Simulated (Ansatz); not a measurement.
## SrTiO3: the gap against volume

SrTiO3, Pm-3m, a = 3.907 Å. The structure is a COD entry; whether it is the stable form wasn't checked. Ansatz: r2SCAN, PAW, 500 eV, Γ-centred 8×8×8 mesh on 5 atoms, Gaussian smearing 0.02 eV; no spin polarisation. Symmetry fixes shape and atoms, so the cell is only scaled; x = ln(V/V0) with V0 = 11.926 Å³/atom. The gap is read at the mesh points alone.

| x | gap y (eV) |
| --- | --- |
| -0.0619 | ? |
| -0.0305 | 2.330 |
| 0.0000 | 2.262 |
| 0.0296 | 2.193 |
| 0.0583 | 2.126 |

Task: Fit a straight line to the other rows, give the volume deformation potential of the gap and its pressure coefficient, and predict the missing gap. B0 = 189.3 GPa.

Result: Means x = 0.01435, y = 2.2277; Σ(Δx)² = 0.004382, ΣΔxΔy = -0.01008; the slope is their ratio. y = 2.2608 − 2.3004 x. The slope is the deformation potential a = dE_g/d ln V = -2.30 eV, and dE_g/dP = −a/B0 = 12.2 meV/GPa. At x = -0.0619 the fit asked for gives 2.403 eV. The run gave 2.399 eV, so the fit is 0.004 eV too high, a small miss on the scale of the series. The form still works here, 35 % of the fitted range beyond its end.

Semilocal functionals give gaps under the measured ones; changes of the gap mostly carry over better.

Symmetry holds off the tilts and polar distortions that many cubic perovskites undergo.

Cost: 5 runs of about 0.31 core-minutes in all, on AMD EPYC 9R45 (Zen 5) (shared hosts).